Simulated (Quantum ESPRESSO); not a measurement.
pw.x input (Quantum ESPRESSO 7.5; PBEsol, PseudoDojo standard norm-conserving files, scalar-relativistic):

```
&CONTROL
  calculation = 'scf'
  pseudo_dir = './pseudo'
  outdir = './out'
  tprnfor = .true.
  tstress = .true.
/
&SYSTEM
  ibrav = 0
  nat = 10
  ntyp = 3
  ecutwfc = 96.0
  ecutrho = 384.0
  occupations = 'smearing'
  smearing = 'fd'
  degauss = 0.002
  nbnd = 51
/
&ELECTRONS
  conv_thr = 1e-09
/
ATOMIC_SPECIES
F 18.9984 F.upf
K 39.0983 K.upf
Co 58.9332 Co.upf
CELL_PARAMETERS angstrom
  0.000000000000   4.276665000000   4.276665000000
  4.276665000000   0.000000000000   4.276665000000
  4.276665000000   4.276665000000   0.000000000000
ATOMIC_POSITIONS crystal
F   0.785010000000   0.214990000000   0.214990000000
F   0.214990000000   0.785010000000   0.785010000000
F   0.214990000000   0.785010000000   0.214990000000
F   0.785010000000   0.214990000000   0.785010000000
F   0.214990000000   0.214990000000   0.785010000000
F   0.785010000000   0.785010000000   0.214990000000
K   0.250000000000   0.250000000000   0.250000000000
K   0.750000000000   0.750000000000   0.750000000000
K   0.500000000000   0.500000000000   0.500000000000
Co   0.000000000000   0.000000000000   0.000000000000
K_POINTS automatic
6 6 6 0 0 0
```

End of the output:

```
     total energy              =    -781.11198727 Ry
     estimated scf accuracy    <       0.00000012 Ry
     total energy              =    -781.11198758 Ry
     estimated scf accuracy    <       0.00000005 Ry
     total energy              =    -781.11198759 Ry
     estimated scf accuracy    <          3.5E-09 Ry
[...]
     the Fermi energy is     5.5525 ev
!    total energy              =    -781.11198759 Ry
     estimated scf accuracy    <          6.5E-10 Ry
     smearing contrib. (-TS)   =      -0.00000000 Ry
     internal energy E=F+TS    =    -781.11198759 Ry
     The total energy is F=E-TS. E is the sum of the following terms:
     one-electron contribution =    -518.94184247 Ry
     hartree contribution      =     300.39026837 Ry
     xc contribution           =    -158.85631911 Ry
     ewald contribution        =    -403.70409438 Ry
     convergence has been achieved in  11 iterations
     Forces acting on atoms (cartesian axes, Ry/au):
     atom    1 type  1   force =    -0.00304973    0.00000000    0.00000000
     atom    2 type  1   force =     0.00304973   -0.00000000    0.00000000
     atom    3 type  1   force =     0.00000000   -0.00304973    0.00000000
     atom    4 type  1   force =     0.00000000    0.00304973   -0.00000000
     atom    5 type  1   force =     0.00000000    0.00000000   -0.00304973
     atom    6 type  1   force =     0.00000000   -0.00000000    0.00304973
     atom    7 type  2   force =     0.00000000    0.00000000    0.00000000
     atom    8 type  2   force =     0.00000000   -0.00000000   -0.00000000
     atom    9 type  2   force =     0.00000000    0.00000000   -0.00000000
     atom   10 type  3   force =     0.00000000    0.00000000    0.00000000
     Total force =     0.007470     Total SCF correction =     0.000027
     Computing stress (Cartesian axis) and pressure
          total   stress  (Ry/bohr**3)                   (kbar)     P=       -3.31
  -0.00002253  -0.00000000  -0.00000000           -3.31       -0.00       -0.00
  -0.00000000  -0.00002253   0.00000000           -0.00       -3.31        0.00
  -0.00000000   0.00000000  -0.00002253           -0.00        0.00       -3.31
```
In a gapped system the printed Fermi energy is only some level inside the gap.

Geometry of the Materials Project entry, not relaxed at this level.

The runs are not spin-polarised; magnetic order was not tried.
